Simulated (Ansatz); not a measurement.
A relaxed cell of P (Pm-3m (No. 221)), relaxed on a k-mesh at least as fine as the one used below. All values below come from PBEsol (plane waves to 420 eV, PAW, scalar-relativistic; Ansatz, a quantum-chemistry and plane-wave program). Γ-centred k-mesh 13×13×13 on the run's cell (coarser than for final values), Fermi–Dirac smearing 0.05 eV.

```yaml
crystal:
  lattice:
    - [4.84138, 0.00000, 0.00000]
    - [2.42069, 2.42069, 0.00000]
    - [2.42069, 0.00000, 2.42069]
  atoms:
    - { symbol: P, position: [0.00000, 0.00000, 0.00000] }
    - { symbol: P, position: [0.50000, 0.00000, 0.00000] }
```

The atoms are displaced along an unstable phonon of this cell by (Å):

```
atom     ux     uy      uz
----  -----  -----  ------
P1    0.000  0.000  -0.150
P2    0.000  0.000   0.150
```

**Question.** What forces (eV/Å) and pressure result?

**Answer.** 
```tsv
atom	Fx	Fy	Fz
P1	0.00	0.00	1.44
P2	0.00	0.00	-1.44
```

Pressure +7.8 GPa.

**Question.** Estimate the energy cost of the displacement in the harmonic approximation and compare with the calculation.

**Answer.** For a harmonic well ΔE = −½ Σ F·u = 0.216 eV a cell, or 108 meV/atom. The calculated energy relative to the undisplaced cell is +0.04 eV/atom, so anharmonic terms matter at this amplitude.

The undisplaced cell is probably no minimum: from this displacement the run went on to I4/mmm (No. 139), 0.02 eV/atom below it.

No spin polarisation in the result. The relaxed primitive cell holds an odd number of electrons. A magnetic state may lie lower.

The relaxed structure has the type that P is known to take under pressure; here it was relaxed at zero pressure, from a generated start.
